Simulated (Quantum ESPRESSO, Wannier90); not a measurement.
Wannierisation of MoP (P-6m2)

Structure: Materials Project mp-219, symmetrised, not relaxed again. COD (Crystallography Open Database) has an entry of this formula and space group (matched by these alone). Level: PBEsol, spinors with spin-orbit coupling; pw.x of Quantum ESPRESSO at 64 Ry with PseudoDojo potentials, 6×6×6 k-points, Wannier90. Density: 12×12×10 mesh, cold smearing 0.01 Ry.

```
begin unit_cell_cart
ang
    3.2347598549    0.0000000000    0.0000000000
   -1.6173799274    2.8013842095    0.0000000000
    0.0000000000    0.0000000000    3.1822800000
end unit_cell_cart
mp_grid = 6 6 6
```

Problem. Which shells of neighbouring k-points and which b-vectors and weights does Wannier90 pick for this cell and mesh?

Solution. 
```
 *---------------------------------- K-MESH ----------------------------------*
 +----------------------------------------------------------------------------+
 |                    Distance to Nearest-Neighbour Shells                    |
 |                    ------------------------------------                    |
 |          Shell             Distance (Ang^-1)          Multiplicity         |
 |          -----             -----------------          ------------         |
 |             1                   0.329071                      2            |
 |             2                   0.373814                      6            |
 |             3                   0.498021                     12            |
 |             4                   0.647465                      6            |
 |             5                   0.658143                      2            |
 |             6                   0.726292                     12            |
 |             7                   0.747629                      6            |
 |             8                   0.756894                     12            |
       ... (lines left out)
 +----------------------------------------------------------------------------+
 | The b-vectors are chosen automatically                                     |
 | The following shells are used:                       1,  2                 |
 +----------------------------------------------------------------------------+
 |                        Shell   # Nearest-Neighbours                        |
 |                        -----   --------------------                        |
 |                          1               2                                 |
 |                          2               6                                 |
 +----------------------------------------------------------------------------+
 | Completeness relation is fully satisfied [Eq. (B1), PRB 56, 12847 (1997)]  |
 +----------------------------------------------------------------------------+
 |                  b_k Vectors (Ang^-1) and Weights (Ang^2)                  |
 |                  ----------------------------------------                  |
 |            No.         b_k(x)      b_k(y)      b_k(z)        w_b           |
 |            ---        --------------------------------     --------        |
 |             1         0.000000    0.000000    0.329071     4.617315        |
 |             2         0.000000    0.000000   -0.329071     4.617315        |
 |             3         0.000000    0.373814    0.000000     2.385431        |
 |             4         0.323733    0.186907    0.000000     2.385431        |
 |             5         0.000000   -0.373814    0.000000     2.385431        |
 |             6         0.323733   -0.186907    0.000000     2.385431        |
 |             7        -0.323733   -0.186907    0.000000     2.385431        |
 |             8        -0.323733    0.186907    0.000000     2.385431        |
```
